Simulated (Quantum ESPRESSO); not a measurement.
Band energies of GaN

```xyz
2
Lattice="0.0000 2.2498 2.2498 2.2498 0.0000 2.2498 2.2498 2.2498 0.0000" Properties=species:S:1:pos:R:3 pbc="T T T"
N      1.1249     1.1249     1.1249
Ga     0.0000     0.0000     0.0000
```

norm-conserving PBE (Quantum ESPRESSO, 84 Ry, no spin-orbit coupling); path ΓXWKΓLUWLK,UX; energies in eV from the valence-band maximum.

| k (1/Å) | point | band 5 | band 6 | band 7 | band 8 | band 9 | band 10 | band 11 | band 12 |
|---|---|---|---|---|---|---|---|---|---|
| 0.00 | Γ | -13.26 | -13.26 | 0.00 | 0.00 | 0.00 | 1.79 | 10.39 | 10.39 |
| 0.64 |  | -13.23 | -13.13 | -3.12 | -1.33 | -1.33 | 4.55 | 7.66 | 11.86 |
| 1.40 | X | -13.18 | -11.51 | -6.13 | -2.71 | -2.71 | 3.38 | 6.72 | 11.75 |
| 2.09 | W | -13.25 | -11.23 | -5.70 | -3.71 | -3.65 | 6.25 | 8.45 | 10.34 |
| 2.22 |  | -13.24 | -11.25 | -5.73 | -3.93 | -3.29 | 6.09 | 8.32 | 10.46 |
| 2.59 | K | -13.22 | -11.35 | -5.87 | -4.27 | -2.18 | 5.03 | 7.92 | 11.11 |
| 2.98 |  | -13.27 | -11.93 | -5.61 | -3.67 | -1.26 | 6.77 | 7.27 | 9.78 |
| 3.67 |  | -13.27 | -13.25 | -2.03 | -0.67 | -0.13 | 3.46 | 9.34 | 10.66 |
| 4.07 | Γ | -13.26 | -13.26 | 0.00 | 0.00 | 0.00 | 1.79 | 10.39 | 10.39 |
| 4.37 |  | -13.26 | -13.26 | -1.52 | -0.16 | -0.16 | 2.93 | 9.67 | 10.62 |
| 4.98 |  | -13.23 | -12.48 | -6.02 | -0.84 | -0.84 | 4.63 | 8.70 | 10.60 |
| 5.28 | L | -13.21 | -11.95 | -7.05 | -0.97 | -0.97 | 4.71 | 8.76 | 10.43 |
| 5.71 |  | -13.22 | -11.71 | -6.57 | -2.73 | -1.45 | 6.08 | 7.46 | 10.37 |
| 6.13 | U | -13.22 | -11.35 | -5.87 | -4.27 | -2.18 | 5.03 | 7.92 | 11.11 |
| 6.43 |  | -13.23 | -11.28 | -5.77 | -4.05 | -2.99 | 5.86 | 8.18 | 10.64 |
| 6.63 | W | -13.25 | -11.23 | -5.70 | -3.71 | -3.65 | 6.25 | 8.45 | 10.34 |
| 7.12 |  | -13.23 | -11.64 | -6.42 | -3.01 | -1.77 | 6.69 | 7.05 | 10.15 |
| 7.61 | L | -13.21 | -11.95 | -7.05 | -0.97 | -0.97 | 4.71 | 8.76 | 10.43 |
| 7.79 |  | -13.21 | -11.91 | -6.97 | -1.34 | -1.06 | 5.06 | 8.39 | 10.42 |
| 8.38 |  | -13.22 | -11.38 | -5.89 | -4.27 | -2.06 | 5.27 | 7.96 | 10.91 |
| 8.47 | K | -13.22 | -11.35 | -5.87 | -4.27 | -2.18 | 5.03 | 7.92 | 11.11 |
| 8.47 | U | -13.22 | -11.35 | -5.87 | -4.27 | -2.18 | 5.03 | 7.92 | 11.11 |
| 8.96 | X | -13.18 | -11.51 | -6.13 | -2.71 | -2.71 | 3.38 | 6.72 | 11.75 |

The PBE gap is direct, 1.79 eV at Γ.

Spin-orbit splittings are left out.

Geometry relaxed with PBEsol.

This is not the ordinary phase of the substance; no match was found in the copy of COD used, and its stability was not checked.
